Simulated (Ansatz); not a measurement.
An Ansatz (a first-principles code) run. Input:

Ansatz 0.2 input:
```yaml
crystal:
  lattice:
    - [1.5866967889, 0.9160798182, 6.2718037254]
    - [-1.5866967889, 0.9160798182, 6.2718037254]
    - [0.0, -1.8321596364, 6.2718037254]
  atoms:
    - { symbol: W, position: [0.999331935, 0.999331935, 0.999331935] }
    - { symbol: S, position: [0.5830973596, 0.5830973596, 0.5830973596] }
    - { symbol: S, position: [0.7488677053, 0.7488677053, 0.7488677053] }
kpoints:
  mp_grid: { grid: [9, 9, 9] }
hamiltonian:
  xc: r2scan
  dispersion: d4
  pseudopotentials: { kind: paw }
scf:
  occupations: { method: fixed }
output:
  optics: { e_range: [0.0, 15.0], de: 0.05, sigma: 0.1, bands: { spectra_wanted_up_to: 12 eV } }
```

Output (shortened):

```
basis.fft_grid_basis auto: the FFT boxes are laid along the combinations [[1, 0, -1], [0, 1, -1], [0, 0, 1]] of the cell's own vectors, 3.173, 3.173 and 6.534 …
output.optics: the spectra are integrated over the Brillouin zone by k·p interpolation around the k-points, where levels, occupations, output.optics.sigma and …
Pseudopotential: W, paw, valence charge 14
Pseudopotential: S, paw, valence charge 6
Functional definition: r2SCAN
Crystal: 3 atoms, lattice volume = 54.698 Å³
Basis set: ecut = 500 eV, 1391 PW (Γ), FFT grids on a1−a3, a2−a3, a3, exchange–correlation on 96×96×192 points (64 copies of the dense FFT grid, shifted against one another)
Bands: 17, of which v1, the nominal top of the filled ones, is band 13 counted from 1 (12 counted from 0)
Symmetry: 6 space group operations
Space group: R3m (ITA 160), of the structure as read, at distance tolerance 3.8e-5 Å
k-points: 85 of 729 (time reversal used)
SCF iter   1: F=—  HF=-12212.031583 eV  |F-HF|=—  |Δ(HF+E_count)|=         —  Δρ=7.93e-3  dr2=2.32e-2  dr2_τ=8.34e-2  ethr=1.77e-3  ⟨swp⟩=5.0  Hψ=7212  notcnv=0  defer=129
preconditioner: auto → none
SCF iter   2: F=—  HF=-12212.106912 eV  |F-HF|=—  |Δ(HF+E_count)|=   7.53e-2  Δρ=6.05e-3  dr2=3.93e-2  dr2_τ=2.95e-3  ethr=8.94e-5  ⟨swp⟩=2.9  Hψ=3175  notcnv=0  defer=170
SCF iter   3: F=—  HF=-12212.103496 eV  |F-HF|=—  |Δ(HF+E_count)|=   3.42e-3  Δρ=3.55e-3  dr2=7.60e-3  dr2_τ=5.65e-4  ethr=8.94e-5  ⟨swp⟩=2.5  Hψ=2263  notcnv=0  defer=170
SCF iter   4: F=—  HF=-12212.104329 eV  |F-HF|=—  |Δ(HF+E_count)|=   8.33e-4  Δρ=1.49e-3  dr2=4.47e-4  dr2_τ=5.00e-5  ethr=2.92e-5  ⟨swp⟩=2.0  Hψ=2163  notcnv=0  defer=170
SCF iter   5: F=—  HF=-12212.104910 eV  |F-HF|=—  |Δ(HF+E_count)|=   5.81e-4  Δρ=3.45e-4  dr2=7.78e-5  dr2_τ=4.36e-6  ethr=1.72e-6  ⟨swp⟩=2.1  Hψ=2473  notcnv=0  defer=170
SCF iter   6: F=—  HF=-12212.104920 eV  |F-HF|=—  |Δ(HF+E_count)|=   9.66e-6  Δρ=1.18e-4  dr2=1.16e-5  dr2_τ=6.03e-7  ethr=2.99e-7  ⟨swp⟩=2.3  Hψ=2132  notcnv=0  defer=61
SCF iter   7: F=—  HF=-12212.104918 eV  |F-HF|=—  |Δ(HF+E_count)|=   2.20e-6  Δρ=4.10e-5  dr2=3.83e-7  dr2_τ=3.27e-8  ethr=4.47e-8  ⟨swp⟩=2.3  Hψ=2069  notcnv=0  defer=16
SCF iter   8: F=—  HF=-12212.104919 eV  |F-HF|=—  |Δ(HF+E_count)|=   1.25e-6  Δρ=1.09e-5  dr2=2.99e-8  dr2_τ=2.05e-9  ethr=1.47e-9  ⟨swp⟩=2.0  Hψ=2429  notcnv=0  defer=4
SCF iter  11: F=-12212.104919 eV  HF=-12212.104919 eV  |F-HF|=0.00e0  |Δ(HF+E_count)|=  1.82e-11  Δρ=5.39e-8  dr2=1.06e-12  dr2_τ=1.57e-13  ethr=1.00e-12  ⟨swp⟩=5.0  Hψ=5400  notcnv=0
SCF 1 converged in 11 iterations: F = -12212.104919 eV  dr2 = 1.06e-12
NSCF: frozen V_eff on 85 k-points
Optics k sum: 0 of 85 k-points
Optics k sum: 5 of 85 k-points
Optics k sum: 9 of 85 k-points
Optics k sum: 13 of 85 k-points
Optics k sum: 17 of 85 k-points
Optics k sum: 22 of 85 k-points
Optics k sum: 26 of 85 k-points
Optics k sum: 30 of 85 k-points
Optics k sum: 34 of 85 k-points
Optics k sum: 39 of 85 k-points
Optics k sum: 43 of 85 k-points
Optics k sum: 47 of 85 k-points
Optics k sum: 51 of 85 k-points
Optics k sum: 56 of 85 k-points
Optics k sum: 60 of 85 k-points
Optics k sum: 64 of 85 k-points
Optics k sum: 68 of 85 k-points
Optics k sum: 73 of 85 k-points
Optics k sum: 77 of 85 k-points
Optics k sum: 81 of 85 k-points
Optics k sum: 85 of 85 k-points
Optics k sum: 0 of 85 k-points
Optics k sum: 5 of 85 k-points
Optics k sum: 9 of 85 k-points
Optics k sum: 13 of 85 k-points
Optics k sum: 17 of 85 k-points
Optics k sum: 22 of 85 k-points
Optics k sum: 26 of 85 k-points
Optics k sum: 30 of 85 k-points
Optics k sum: 34 of 85 k-points
Optics k sum: 39 of 85 k-points
Optics k sum: 43 of 85 k-points
Optics k sum: 47 of 85 k-points
Optics k sum: 51 of 85 k-points
Optics k sum: 56 of 85 k-points
Optics k sum: 60 of 85 k-points
Optics k sum: 64 of 85 k-points
Optics k sum: 68 of 85 k-points
Optics k sum: 73 of 85 k-points
Optics k sum: 77 of 85 k-points
Optics k sum: 81 of 85 k-points
Optics k sum: 85 of 85 k-points
NSCF: frozen V_eff on 1 k-points
NSCF: frozen V_eff on 1 k-points
NSCF: frozen V_eff on 1 k-points
NSCF: frozen V_eff on 1 k-points
NSCF: frozen V_eff on 1 k-points
NSCF: frozen V_eff on 1 k-points
output.optics: what the bands over the 31 summed would add to eps1, eps2 and the energy-loss function is held between a lower and an upper bound (6 Lanczos …
SCF converged after 11 iterations
Free energy (F): -12212.104919 eV
Harris-Foulkes:  -12212.104919 eV  (|F-HF|=0.00e0)
Internal energy: -12212.104919 eV  (E = F + TS)
E sigma→0 (E₀):  -12212.104919 eV
Fermi energy:    11.132882 eV
--- Per-component energies (eV) ---
  E_band       = -218.597102
  E_kinetic    = 667.017212
  E_local      = -1839.762663  (includes V_loc(G=0)·N_el)
  E_nonlocal   = 57.794458
  E_hartree    = 733.952423
  E_xc         = -433.499738
  E_vxc        = -450.202190  (∫ρ·V_xc dr)
  E_paw        = -9812.217629  (= ΣΔE_a)
  E_vpaw       = -143.609835  (= ΣTr[D̂ρ^β])
  E_aug_tail   = -0.000048  (compensation charges beyond the density's cutoff)
  E_vtau       = 22.261107  (kinetic-family band-sum trace: ∫τ·v_τ [+ j·A + Jᵃ·Aᵃ] dr)
  E_ewald      = -1584.117319
  E_disp       = -0.464134  (pairwise vdW)
  E_core_change = -0.807482  (= ΣΔE_core)
  E_smearing   =  0.000000  (= −TS)
  E_closure    = 0.000000  (closes the sum)
  Σ components = -12212.104919   (vs F -12212.104919, Δ=0.00e0)
  [band-id]    e_kinetic+e_local+e_nonlocal+2·e_hartree+e_vxc+e_vpaw+e_augmentation_tail+e_vtau = -218.597111   (vs E_band -218.597102, Δ=-9.06e-6)
--- Band table (eV; the first three rows and the last of 85) ---
  k-point 0: bands = ["-65.3947", "-29.0389", "-28.8725", "-28.8725", "-5.1605", "-3.1484", "3.3468", "7.4158", "7.4158", "8.6883", "8.6883", "9.3955", "10.0019", "13.5248", "13.5248", "13.7820", "13.7820"]
  k-point 1: bands = ["-65.3924", "-29.0308", "-28.9165", "-28.8826", "-4.9461", "-3.0863", "3.6065", "6.9058", "7.6223", "7.9564", "8.3696", "9.5801", "10.0271", "13.2177", "13.5332", "13.6039", "13.8988"]
  k-point 2: bands = ["-65.3866", "-29.0267", "-29.0100", "-28.9083", "-4.3603", "-2.9175", "4.2269", "5.9022", "6.8645", "7.7260", "8.1535", "9.2635", "9.6802", "12.6820", "13.3198", "14.0317", "14.5861"]
  k-point 84: bands = ["-65.3924", "-29.0308", "-28.9165", "-28.8826", "-4.7713", "-3.4079", "4.5013", "6.8862", "6.9656", "7.6049", "8.4005", "8.7482", "10.7724", "13.4566", "13.4833", "13.5685", "13.9894"]
```

Cost: very roughly 3 core-minutes on shared cores.

The first step of the workflow began from a Materials Project structure, measured or hypothetical; the Crystallography Open Database files this formula in space group No. 160, but the cells were not matched. It is not the phase usual at ambient conditions (space group No. 194). The r²SCAN+D4 relaxation kept the symmetry of its start; whether a distortion lowers the energy is not shown. No spin polarisation was allowed. Scalar-relativistic: spin–orbit coupling is off unless named, which matters more the heavier the elements.

Potentials: the later of the program's two PAW sets.

Ansatz is a plane-wave DFT program.
